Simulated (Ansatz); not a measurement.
Trial structure of Mg2CdS3, not yet relaxed:

```
Mg Cd S
1.0
    -1.96530    1.96530    8.33806
     1.96530   -1.96530    8.33806
     1.96530    1.96530   -8.33806
Mg Cd S
2 1 3
Direct
  0.83333 0.83333 0.00000
  0.16667 0.16667 0.00000
  0.50000 0.50000 0.00000
  0.00000 0.00000 0.00000
  0.66667 0.66667 0.00000
  0.33333 0.33333 0.00000
```

All numbers below come from Ansatz, DFT PBE, scalar-relativistic, plane waves, PAW. Cutoff 420 eV; k points 6×6×6 on the computed 6-atom cell (Γ-centred); Gaussian smearing, width 0.10 eV; no spin polarisation.

The zero of energy is the elements' standard structures at the same level; no fitted shifts are applied.

Q: Estimate its pressure, forces and energy as it stands.

A: The pressure is -6.9 GPa (the mean over three directions, positive in compression), the largest force is 0.30 eV/Å, and the energy is −1.05 eV/atom against the elements. The shortest distance is 2.78 Å.

Q: How much does it gain on relaxing, and where does it end?

A: Relaxing gains about 0.06 eV/atom in 9 ionic steps and ends at −1.115 eV/atom on the finer mesh. The symmetry stays I4/mmm (No. 139). The volume per atom shrinks by 11.6 %, from 21.5 to 19.0 Å³. The shortest distance goes from 2.78 Å (Cd–S and Mg–S) to 2.60 Å (Mg–S). Conventional cell: a = 3.770 Å, c = 16.017 Å. Around Mg lie 6 S at 2.60–2.68 Å; around Cd lie 6 S at 2.67–2.73 Å; S on a site of symmetry 4/mmm has 4 Cd at 2.67 Å and 2 Mg at 2.68 Å; 1 more site not described.

The last run used a 10×10×10 mesh for its 6-atom cell and Gaussian smearing of 0.02 eV. The reference form of S is held partly by dispersion forces, which this level lacks. The relaxation can't lower the symmetry of the start. A structure relaxed within its symmetry needn't be a true minimum.
